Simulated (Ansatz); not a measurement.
# SmTa3Cl2: rattling a relaxed structure

The structure comes from a generated guess, relaxed at this level; another structure or a mixture of phases may lie lower.

Theory: DFT PBE, scalar-relativistic, plane waves, PAW, and for the lanthanide a 4f-in-core norm-conserving potential, in Ansatz. Cutoff 690 eV; k points 6×6×6 on the computed 6-atom cell (Γ-centred); Gaussian smearing, width 0.10 eV; no spin polarisation.

The cell below (6 atoms, space group P-3m1 (No. 164)) is relaxed within its symmetry.

```
Sm Ta Cl
1.0
     4.86760    0.00000    0.00000
    -2.43380    4.21546    0.00000
     0.00000    0.00000    6.51262
Sm Ta Cl
1 3 2
Cartesian
  0.0000 0.0000 0.0000
  0.0000 2.8103 3.6206
  2.4338 1.4052 2.8921
  0.0000 0.0000 3.2563
  0.0000 2.8103 -0.4400
  2.4338 1.4052 6.9526
```

For the test it was strained at random (σ = 1.5 % a component), the atoms were moved at random (σ = 0.10 Å), and all was relaxed again on a coarse 6×6×4 mesh (in the run’s order of axes) with 0.20 eV smearing, with no symmetry imposed.

These runs have no spin–orbit coupling, which can matter for Ta. Trial moments died out on the coarse mesh, so the last step has no spin; another magnetic start might hold.

Question: What happens?

Answer: It doesn't return. The energy falls by 9 meV/atom on that mesh, the volume changes by 1.6 %, and the end has space group P3m1 (No. 156) at a loose tolerance. Relaxed again on a 6×6×6 mesh with 0.10 eV smearing, the new structure lies 10 meV/atom below the first (mesh in the axes of the run's cell; the cell below is made exact in the group named). Space group P3m1 (No. 156), trigonal, a = 4.837 Å, c = 6.697 Å. Sm is surrounded by 6 Cl at 2.79–2.95 Å, 1 Ta at 3.10 Å and 4 Ta at 3.60–3.73 Å; Ta on its first site is surrounded by 1 Cl at 2.44 Å, 6 Ta at 2.86–2.90 Å and 3 Sm at 3.73 Å; around Ta on its second site lie 1 Cl at 2.49 Å and 6 Ta at 2.80–2.90 Å; Cl on its first site has 1 Ta at 2.44 Å, 3 Sm at 2.79 Å and 3 Cl at 2.97 Å; 2 more sites not described.

```cif
data_structure
_symmetry_space_group_name_H-M 'P3m1'
_symmetry_Int_Tables_number 156
_cell_length_a 4.8366
_cell_length_b 4.8366
_cell_length_c 6.6966
_cell_angle_alpha 90.000
_cell_angle_beta 90.000
_cell_angle_gamma 120.000
_cell_volume 135.66
loop_
_atom_site_label
_atom_site_type_symbol
_atom_site_symmetry_multiplicity
_atom_site_Wyckoff_symbol
_atom_site_fract_x
_atom_site_fract_y
_atom_site_fract_z
_atom_site_occupancy
Sm1 Sm 1 a 0.00000 0.00000 0.94671 1
Ta1 Ta 1 b 0.33333 0.66667 0.57633 1
Ta2 Ta 1 c 0.66667 0.33333 0.46152 1
Ta3 Ta 1 a 0.00000 0.00000 0.48420 1
Cl1 Cl 1 b 0.33333 0.66667 0.94098 1
Cl2 Cl 1 c 0.66667 0.33333 0.09025 1
```

The lanthanide is trivalent by construction, without f bands, f moments or other valences.
